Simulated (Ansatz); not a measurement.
InO₁₆Zn₁₅:
```
InO16Zn15
1.0
    6.52535     0.00000     0.00000
   -3.26268     5.65112     0.00000
    0.00000     0.00000    10.52251
In O Zn
1 16 15
Direct
  0.00000   0.00000   0.24932
  0.00000   0.00000   0.44855
  0.00000   0.00000   0.94103
  0.99909   0.49955   0.43918
  0.00275   0.50138   0.93728
  0.50045   0.00091   0.43918
  0.49862   0.99725   0.93728
  0.50045   0.49955   0.43918
  0.49862   0.50138   0.93728
  0.82656   0.17344   0.18350
  0.83317   0.16683   0.69192
  0.82656   0.65312   0.18350
  0.83317   0.66634   0.69192
  0.34688   0.17344   0.18350
  0.33366   0.16683   0.69192
  0.33333   0.66667   0.18933
  0.33333   0.66667   0.68724
  0.00000   0.00000   0.75003
  0.00240   0.50120   0.25101
  0.00280   0.50140   0.74866
  0.49880   0.99760   0.25101
  0.49860   0.99720   0.74866
  0.49880   0.50120   0.25101
  0.49860   0.50140   0.74866
  0.83005   0.16995   0.50491
  0.83122   0.16878   0.99154
  0.83005   0.66010   0.50491
  0.83122   0.66243   0.99154
  0.33990   0.16995   0.50491
  0.33757   0.16878   0.99154
  0.33333   0.66667   0.49915
  0.33333   0.66667   0.99934
```

Relaxed with r²SCAN. Special points in fractions of this cell's reciprocal vectors: Γ (0.000, 0.000, 0.000); M (0.500, 0.000, 0.000); K (0.333, 0.333, 0.000); A (0.000, 0.000, 0.500); L (0.500, 0.000, 0.500); H (0.333, 0.333, 0.500).

**Question.** List the band energies nearest the Fermi level at these points for plane-wave PAW r²SCAN (Ansatz code).

**Answer.** In eV from the Fermi level; about four levels below and three above (degenerate sets whole), none deeper than 8.9 eV; points with the same levels are listed once.

```
k                    below           above
-  -----------------------  --------------
Γ  -2.80 -2.64 -2.64 -1.74  0.79 1.13 2.65
M  -3.27 -3.14 -3.11 -3.02  0.42 0.88 2.01
K  -3.34 -3.29 -3.28 -3.23  0.74 1.46 1.50
A  -2.68 -2.68 -0.83 -0.40  1.98 2.47 2.84
L  -3.27 -3.26 -3.16 -3.11  0.52 1.14 1.41
H  -3.37 -3.37 -3.33 -3.28  0.78 1.62 1.70
```

Space group P3m1. The start of the workflow was typed in or built on a structure type; neither database checked (COD, Materials Project) lists it. Its standing as an ambient phase is unchecked. The r²SCAN relaxation kept the symmetry of its start; its stability against distortions is not shown here. With an odd number of electrons in the cell and no spin polarisation, the count alone makes it a metal. Scalar-relativistic: spin–orbit coupling is off unless named, which matters more the heavier the elements.

Potentials: the later of the program's two PAW sets.
